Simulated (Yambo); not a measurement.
Yambo run on GaAs (zinc blende, space group F-43m, No. 216). The wavefunctions are PBE (stringent potentials; Quantum ESPRESSO, PseudoDojo norm-conserving, 114 Ry, without SOC) ones on a 4×4×4 mesh (22 occupied bands); a = b = c = 4.003 Å, α = β = γ = 60.00°.

Yambo input:

```
rim_cut
gw0
dyson
el_el_corr
HF_and_locXC
ppa
em1d
RandQpts= 1000000
RandGvec= 1 Ry
EXXRLvcs= 114 Ry
VXCRLvcs= 456 Ry
Chimod= "HARTREE"
% BndsRnXp
 9 | 217 |
%
NGsBlkXp= 15 Ry
% LongDrXp
 1.0 | 1.0 | 1.0 |
%
PPAPntXp= 27.2114 eV
% GbndRnge
 1 | 217 |
%
GTermKind= "none"
DysSolver= "n"
ExtendOut
% QPkrange
 1 | 1 | 22 | 23 |
%
```

k points by index: 1 = Γ.

The o-*.qp file then holds:

```
#    K-point    Band    Eo [eV]    E [eV]    E-Eo [eV]    Vxc [eV]    Vnlxc [eV]    Sc|Eo [eV]    Sc|E [eV]    dSc/dw|Eo [eV]    Re(Z)    Im(Z)
#
    1    22    0.000000    -0.532749    -0.532749    -14.34690    -15.95592    0.938430    1.076274    -7.039770    0.794464    -0.001335
    1    23    0.493449    0.601838    0.108389    -14.68688    -10.72098    -3.830023    -3.857519    -6.896984    0.797790    -0.001311
```
(The two width columns are left out.) Convergence of these settings isn't established.

Geometry relaxed with PBEsol.
